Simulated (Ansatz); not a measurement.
Consider a crystal of Cd₄Se₃ in space group Pm-3m (No. 221), with Cd on 1b and 3d; Se on 3c. The cell of Cd₄Se₃ is invented: species swapped into a database cell of W3N4, with Se on the W sites and Cd on the N sites.

Theory: DFT PBE, scalar-relativistic, plane waves, PAW in Ansatz. Cutoff 420 eV, Γ-centred mesh, Gaussian smearing, no spin polarisation.

The zero of energy is the elements' standard structures at the same level; no fitted shifts are applied.

Question: Predict the relaxed structure.

Answer:

Space group Pm-3m (No. 221). a = 5.716 Å, b = 5.716 Å, c = 5.716 Å, α = 90.00°, β = 90.00°, γ = 90.00°
```json
{"atom": "Cd", "site": "1b", "symmetry": "m-3m", "x": "0.5000", "y": "0.5000", "z": "0.5000"}
{"atom": "Cd", "site": "3d", "symmetry": "4/mm.m", "x": "0.5000", "y": "0.0000", "z": "0.0000"}
{"atom": "Se", "site": "3c", "symmetry": "4/mm.m", "x": "0.5000", "y": "0.5000", "z": "0.0000"}
```

Cd on a site of symmetry m-3m has 6 Se at 2.86 Å; Cd on a site of symmetry 4/mmm is surrounded by 4 Se at 2.86 Å; around Se lie 6 Cd at 2.86 Å.

Question: And its energy and gap?

Answer: The energy over the elements is −0.27 eV/atom and the gap on the 6×6×6 mesh of the 7-atom cell is 0 eV (a metal).

The last run used Gaussian smearing of 0.10 eV. The reference form of Se is held partly by dispersion forces, which this level lacks. Symmetry constrained the relaxation, so the result can be a saddle point. Another cell of the same search, in P1, lies 191 meV/atom lower, so this cell isn't the stable form at this level.
